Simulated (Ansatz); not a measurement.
InSb:
Space group F-43m (No. 216); a = b = c = 6.635 Å, α = β = γ = 90.00°

```csv
atom,site,symmetry,x,y,z
Sb,4c,-43m,0.2500,0.2500,0.2500
In,4a,-43m,0.0000,0.0000,0.0000
```
(The calculation used a cell of 2 atoms; values per cell refer to that cell.)

Relaxed with PBE (plane waves, PAW; program Ansatz). Indices refer to the conventional cell of F-43m, a = b = c = 6.635 Å, α = β = γ = 90.00°.

Problem. Simulate the powder diffraction pattern (Fe Kα, λ = 1.93735 Å; lines above 1 %) up to 2θ = 90°.

Solution. Simulated powder pattern, Fe Kα, λ = 1.93735 Å (kinematic, ideal powder, no thermal factors, no anomalous dispersion; the 30 strongest lines at most, above 1 %, up to 2θ = 90°):

```csv
2θ (°),d (Å),I/Imax (%),hkl
29.29,3.831,100,(111)
48.78,2.346,77,(220)
57.92,2.001,47,(311)
71.46,1.659,13,(400)
79.04,1.522,20,(331)
```

The cell was relaxed with PBE under the symmetry of its start. Scalar-relativistic: spin–orbit coupling is off unless named, which matters more the heavier the elements.

Potentials: the later of the program's two PAW sets.
